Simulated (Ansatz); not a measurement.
Starting cell, Na (bcc, W type):

```xyz
2
Lattice="-4.1968 4.1968 4.1968 2.0984 -2.0984 2.0984 2.0984 2.0984 -2.0984" Properties=species:S:1:pos:R:3 pbc="T T T"
Na     0.0000     0.0000     0.0000
Na    -2.0984     2.0984     2.0984
```

In this cell atom 1 (Na, nearest neighbour Na at 3.635 Å; its periodic images, 3.6 Å or more away, move with it) is moved by u·(0.707, 0.707, 0.000) + v·(0.000, 0.000, 1.000); the rest is frozen.

Computed with PBE (plane waves to 420 eV, PAW, scalar-relativistic; Ansatz, a quantum-chemistry and plane-wave program). k mesh 13×13×13 (Γ-centred), Fermi-Dirac smearing 0.05 eV. Points where atoms come too close for the PAW data are left out (x in tables, blank in figures). With partly filled bands, energies and forces of such displacements shift with the k mesh and the smearing. Fu and Fv are the components of the force on the atom. Na was relaxed with its symmetry unable to fall. The PAW data are Ansatz's earlier set. The last digit holds for this mesh only.

Changes of Fv (eV/Å) from the point u = 0.000 Å, v = 0.000 Å when one coordinate moves alone (two changes are said to add if the coupling is within 5 % of the smaller one, nearly so within 20 %):

| point | change |
|---|---|
| u = 0.000 Å, v = -0.910 Å | 0.412 |
| u = 0.000 Å, v = -0.455 Å | 0.180 |
| u = -0.910 Å, v = 0.000 Å | 0.328 |
| u = -0.455 Å, v = 0.000 Å | 0.125 |
| u = 0.455 Å, v = 0.000 Å | -0.125 |
| u = 0.910 Å, v = 0.000 Å | -0.328 |
| u = 0.000 Å, v = 0.455 Å | -0.180 |
| u = 0.000 Å, v = 0.910 Å | -0.412 |

Q: What is the change at u = 0.910 Å, v = -0.910 Å, where both move, and how far is it from the sum?

A: The sum of the single changes is -0.328 + (0.412) = 0.084; the calculation gives 0.151, so the coupling contributes 0.067 (over 20 % of the smaller single change, not additive).

Q: What is the change at u = -0.455 Å, v = -0.910 Å, where both move, and how far is it from the sum?

A: The sum of the single changes is 0.125 + (0.412) = 0.537; the calculation gives 0.575, so the coupling contributes 0.038 (over 20 % of the smaller single change, not additive).

Q: What is the change at u = 0.910 Å, v = -0.455 Å, where both move, and how far is it from the sum?

A: The sum of the single changes is -0.328 + (0.180) = -0.148; the calculation gives -0.086, so the coupling contributes 0.062 (over 20 % of the smaller single change, not additive).

(For displaced atoms, the force is minus the slope of the energy, and its curvature is a force constant, which sets phonon frequencies.)
